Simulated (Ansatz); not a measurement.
**CuP in the rocksalt structure**

Computed with Ansatz (plane waves, PAW, 500 eV cutoff): r²SCAN, scalar-relativistic, no spin polarisation, 12×12×12 k-mesh, Gaussian smearing of 0.05 eV. The datasets are Ansatz's generated set soft_2.

Space group Fm-3m (No. 225). a = 4.816 Å, b = 4.816 Å, c = 4.816 Å, α = 90.00°, β = 90.00°, γ = 90.00°
```
atom  site  symmetry       x       y       z
  Cu    4b      m-3m  0.5000  0.0000  0.0000
   P    4a      m-3m  0.0000  0.0000  0.0000
```

This is a trial structure made by placing the elements on a prototype's sites, so it needn't be the stable form.

The cell above was scaled in volume, its shape and atoms being fixed by the lattice's symmetry. Energies are counted from the cell above.

The cell is relaxed to zero pressure at this level.

```json
{"V (Å³/atom)": "13.40", "ΔE (meV/atom)": "9.4", "P (GPa)": "5.6"}
{"V (Å³/atom)": "13.68", "ΔE (meV/atom)": "2.2", "P (GPa)": "2.6"}
{"V (Å³/atom)": "13.96", "ΔE (meV/atom)": "0.0", "P (GPa)": "0.0"}
{"V (Å³/atom)": "14.24", "ΔE (meV/atom)": "2.1", "P (GPa)": "-2.3"}
{"V (Å³/atom)": "14.52", "ΔE (meV/atom)": "8.0", "P (GPa)": "-4.4"}
{"V (Å³/atom)": "14.94", "ΔE (meV/atom)": "23.1", "P (GPa)": "-7.1"}
```

(1) What do the points give for the equilibrium volume, the bulk modulus and its pressure derivative (third-order Birch–Murnaghan)?

Answer:

(1) V0 = 13.96 Å³/atom, B0 = 124 GPa, B0′ = 5.0.

B0·V0 = 123.9 GPa × 13.96 Å³ = 10.80 eV/atom sets the scale: near the minimum ΔE ≈ ½ B0 V0 x², with x = V/V0 − 1, and a pressure of 1.2 GPa squeezes the volume by about 1 %. At the ends of the curve: x = −4.0 % predicts 8.6 meV/atom and the run gives 9.4; x = +7.0 % predicts 26.5 meV/atom and the run gives 23.1. Compression costs more and expansion less than the parabola says, since the crystal stiffens as it shrinks; B0′ measures that. The run is a metal.
